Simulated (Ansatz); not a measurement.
## Ti: energy along a strain

Ti, P6_3/mmc, a = 2.950 Å, c = 4.686 Å (as given, not relaxed at this level: -1.6 GPa). Ansatz: PBE, PAW, 420 eV, Γ-centred 18×18×10 mesh on 2 atoms, Gaussian smearing 0.15 eV; no spin polarisation. Cell vectors (Å): 2.950 0.000 0.000; -1.475 2.555 0.000; 0.000 0.000 4.686. The cell is strained by x per cent times the pattern (1 1 0 0 0 0) in the order xx yy zz yz xz xy (engineering shears), with fractional coordinates held. y is the free energy over the start, V0 = 17.658 Å³/atom.

```tsv
x (%)	y (meV/atom)
-6.00	90.91
-4.50	?
-3.00	16.31
-1.50	1.43
0.00	0.00
1.50	10.84
3.00	32.81
4.50	64.76
5.25	84.14
6.00	105.61
```

Problem. Fit y = c1 x + c2 x² + c3 x³ to the other rows, get the stiffness along the pattern, and predict the missing energy.

Solution. Least squares on the rows shown. y = 3.2570 x + 2.7292 x² − 0.056475 x³. The clamped-ion stiffness p·C·p = 2 × 27.29 eV × 160.2 / 17.658 Å³ = 495 GPa (second derivative at the start, which stands under stress). At x = -4.50 the fit asked for gives 45.76 meV/atom. The run gave 45.78 meV/atom, so the fit is 0.02 meV/atom too low, within twice the rms miss on the fitted rows (0.01 meV/atom).